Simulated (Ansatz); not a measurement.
## Au: how the energy converges with the cutoff

Au, Cmcm, a = 2.823 Å, b = 5.112 Å, c = 4.893 Å. This isn't the element's structure at ambient conditions. Ansatz: PBEsol, PAW, cutoff varied, Γ-centred 16×16×10 mesh on 2 atoms, Gaussian smearing 0.10 eV; no spin polarisation. Single points at one geometry, the cutoff alone changed; ΔE is the energy at zero smearing over the run at 500 eV. The runs up to 350 eV lie under the cutoff recommended for these PAW datasets.

```tsv
cutoff (eV)	ΔE (meV/atom)
250	1232.36
300	?
350	6.05
420	0.89
```

Problem. Assume ΔE falls exponentially with the cutoff, fit y = ln ΔE against x, the cutoff in eV, to the other rows, and predict the missing value.

Solution. y = 7.117, 1.800, -0.117. Means x = 340.0, y = 2.9333; Σ(Δx)² = 14600, ΣΔxΔy = -631.9; the slope is their ratio. y = 17.65 − 0.04328 x, a factor of ten per 53 eV. At 300 eV this gives ΔE = 106.27 meV/atom. The run gave 110.95, a ratio of 0.96. Between neighbouring rows the decay runs from a factor of ten per 40 eV to one per 84 eV, so one exponential is only a rough guide. The fast fall gives way to a slow tail, so a fit to low cutoffs promises convergence too early.